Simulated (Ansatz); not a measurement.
**How Ir (Fm-3m) stiffens under pressure**

```
Ir
1.0
     0.00000    1.90590    1.90590
     1.90590    0.00000    1.90590
     1.90590    1.90590    0.00000
Ir
1
Direct
  0.00000 0.00000 0.00000
```

This is the zero-pressure cell. At each pressure cell and atoms are relaxed in this structure, and the constants are slopes of the stress at strains of ±0.005 with relaxed ions (the coefficients that govern stability under load). Level: LDA, PAW on Ansatz 0.2.0's default frozen-core files (fitted under PBE), scalar-relativistic; k mesh 24×24×24, strains of ±0.005, Fermi-Dirac smearing of 0.100 eV, cutoff 420 eV. P is the pressure of the relaxed cell, less that of this one.

```
P (GPa)    V/V₀  C11 (GPa)  C12 (GPa)  C44 (GPa)
   0.00  1.0000      669.8      271.1      289.9
   0.97  0.9976      676.5      275.1      292.7
   1.95       ?          ?          ?          ?
   3.99  0.9904      696.9      287.4      301.1
   7.00  0.9835      717.2      299.6      309.5
   9.98  0.9770      736.9      311.5      317.5
  14.98  0.9665      769.5      331.3      330.9
```

Question: Does the bulk modulus from the constants agree with the pressure-volume curve?

Answer: A third-order Birch-Murnaghan fit to the volumes shown (F against f, f = [(V₀/V)^(2/3) − 1]/2) gives B₀ = 404.0 GPa and B′ = 5.0. Its −V dP/dV stands beside (C11 + 2C12)/3:

```
P (GPa)  from P(V)  from the constants
   0.00      404.0               404.0
   0.97      408.8               408.9
   3.99      423.8               423.9
   7.00      438.7               438.8
   9.98      453.2               453.3
  14.98      477.5               477.4
```

Question: What are the pressure derivatives at zero pressure?

Answer: Slopes at V₀ of quadratic fits in −ln(V/V₀) through the first four rows shown, divided by B₀: dC11/dP = 6.8, dC12/dP = 4.1, dC44/dP = 2.8. The mean slopes up to 4.0 GPa are 6.8, 4.1, 2.8; curvature and scatter of the constants part the two. The combination (dC11/dP + 2 dC12/dP)/3 = 5.0 stands against B′.

Question: Fill the row at 1.95 GPa.

Answer: Cubic fits in −ln(V/V₀) through all rows shown give C11 = 683.1, C12 = 279.1, C44 = 295.4 GPa. Computed: V/V₀ = 0.9952, C11 (GPa) = 683.1, C12 (GPa) = 279.1, C44 (GPa) = 295.4.

Question: Does a shear stiffness soften?

Answer: C44 goes from 289.9 to 330.9 GPa; (C11 − C12)/2 goes from 199.3 to 219.1 GPa. Neither ends more than 3 % under its start, and the lattice stays mechanically stable over this range.

Known limits: no other phase was computed; many crystals of this kind change structure within this range, and rows or crossings beyond such a change describe a metastable lattice; frozen-core PAW files fitted under PBE, their cores solved anew for the functional of the run; responses of metals move with mesh and smearing; no spin-orbit coupling on heavy atoms; phonons weren't checked at these pressures.
